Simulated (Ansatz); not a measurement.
## EuInPt4: what a change of hamiltonian.hubbard, scf.max_iter does

All numbers are calculated (PBEsol, collinear spin, no spin-orbit coupling; Ansatz, PAW set soft_2, 420 eV, k-mesh 8×8×8), not measured. These are the settings of the reference run.

Cell:

```xyz
6
Lattice="0.0000 3.7897 3.7897 3.7897 0.0000 3.7897 3.7897 3.7897 0.0000" Properties=species:S:1:pos:R:3 pbc="T T T"
Eu    3.7897    3.7897    3.7897
In    5.6845    5.6845    5.6845
Pt    2.8460    0.9436    2.8460
Pt    0.9436    2.8460    2.8460
Pt    2.8460    2.8460    0.9436
Pt    0.9436    0.9436    0.9436
```

The reference run of this cell is solved again as a single point with these keys changed:

| key | reference run | changed run |
| --- | --- | --- |
| hamiltonian.hubbard | not typed | {sites: [{species: Pt, l: d, u_eff: 40.0}]} |
| scf.max_iter | not typed | 100 |

Problem. How does the changed run end?

Solution. 

| quantity | reference run | changed run |
| --- | --- | --- |
| pressure (GPa) | 0.0 | 35.4 |
| largest force (eV/Å) | 0.00 | 0.13 |
| gap on the mesh (eV) | 0.00 | 0.00 |
| moment of the cell (μB) | 6.62 | 6.87 |

The Hamiltonian isn't the same, so energies aren't compared. It took 17 iterations. The change was made on purpose as a fault (an enormous or negative U); the changed values aren't properties of EuInPt4.

Caveats: the reference run: 4f shell without a U, which puts 4f levels too near the Fermi level; the reference run: open f or d shells may hold a state above the lowest; a single point, atoms not relaxed again; a change of U can also leave the f or d shell in another state.
